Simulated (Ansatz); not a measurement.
MgIn2O4:
```
MgIn2O4
1.0
   -3.11972     3.17996     4.42572
    3.11972    -3.17996     4.42572
    3.11972     3.17996    -4.42572
Mg In O
2 4 8
Direct
  0.50000   0.50000   0.50000
  0.50000   0.00000   0.00000
  0.88171   0.13171   0.75000
  0.11829   0.86829   0.25000
  0.00000   0.50000   0.50000
  0.50000   0.50000   0.00000
  0.26744   0.74278   0.52466
  0.73256   0.25722   0.47534
  0.71812   0.74278   0.97534
  0.28188   0.25722   0.02466
  0.26192   0.27569   0.51377
  0.73808   0.72431   0.48623
  0.26192   0.74815   0.98623
  0.73808   0.25185   0.01377
```

This is the PBEsol-relaxed structure.

Q: All from plane-wave PAW PBEsol (Ansatz code), unless another level is named. Predict the band gap.

A: 1.39 eV (direct).

Q: What about the electron effective mass?

A: 0.20 mₑ (isotropic).

Space group Imma. The first step of the workflow began from a Materials Project structure, measured or hypothetical; the Crystallography Open Database copy checked does not list it. With Mg and In taken as one species the cell has the higher symmetry Fd-3m, so it may be an ordered model of a mixed-site phase. Whether it is the stable phase at ambient conditions was not checked. Symmetry was held in the PBEsol relaxation; whether a distortion lowers the energy is not shown. Scalar-relativistic: spin–orbit coupling is off unless named, which matters more the heavier the elements.

Potentials: the later of the program's two PAW sets.
